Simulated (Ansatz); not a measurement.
Relaxed-ion elastic tensor of HfSiO₄ in space group I4_1/amd (No. 141; Hf on 4a, Si on 4b, O on 16h) in GPa (Voigt order), PBEsol in the plane-wave PAW code Ansatz; density 6.95 g/cm³, 10.78 Å³ per atom.

```
 428  69.4   151   0.0   0.0   0.0
69.4   428   151   0.0   0.0   0.0
 151   151   484   0.0   0.0   0.0
 0.0   0.0   0.0   109   0.0   0.0
 0.0   0.0   0.0   0.0   109   0.0
 0.0   0.0   0.0   0.0   0.0  49.6
```

Q: Is the crystal mechanically stable?

A: Yes: the smallest eigenvalue of C is 49.6 GPa.

Q: Work out the Voigt, Reuss and Hill averages.

A: K_V = 232, K_R = 227, K_H = 229; G_V = 118, G_R = 97.7, G_H = 108 GPa.

Q: Give Young's modulus, Poisson's ratio, Pugh's ratio and the universal anisotropy index.

A: E = 9KG/(3K + G) = 280 GPa; ν = 0.30; K/G = 2.12 (ductile by the Pugh limit of 1.75); A_U = 5G_V/G_R + K_V/K_R − 6 = 1.07.

Q: Estimate the sound speeds and the Debye temperature.

A: v_l = √((K + 4G/3)/ρ) = 7330 m/s, v_t = √(G/ρ) = 3940 m/s, mean 4400 m/s; Θ = (h/k)(3n/4πV)^(1/3) v_m = 593 K.

Q: Solve the Christoffel equation for the three sound speeds along x, y, z.

A: Eigenvalues of C_ijkl n_j n_l equal ρv². In km/s, slowest first: x 2.67, 3.96, 7.85; y 2.67, 3.96, 7.85; z 3.96, 3.96, 8.35.

Q: How much does each axis shrink under pressure?

A: Linear compressibilities β_i = Σ_j S_ij (j = 1 to 3): x 1.7, y 1.7, z 1.00 per TPa.

The cell was relaxed with PBEsol under the symmetry of its start. The run is not spin-polarised. Spin–orbit coupling is left out wherever it is not named.

Potentials: the earlier of the program's two PAW sets. The files were generated under PBE; for other functionals the program regenerates the frozen cores, and for LDA and PBEsol the local potential too.
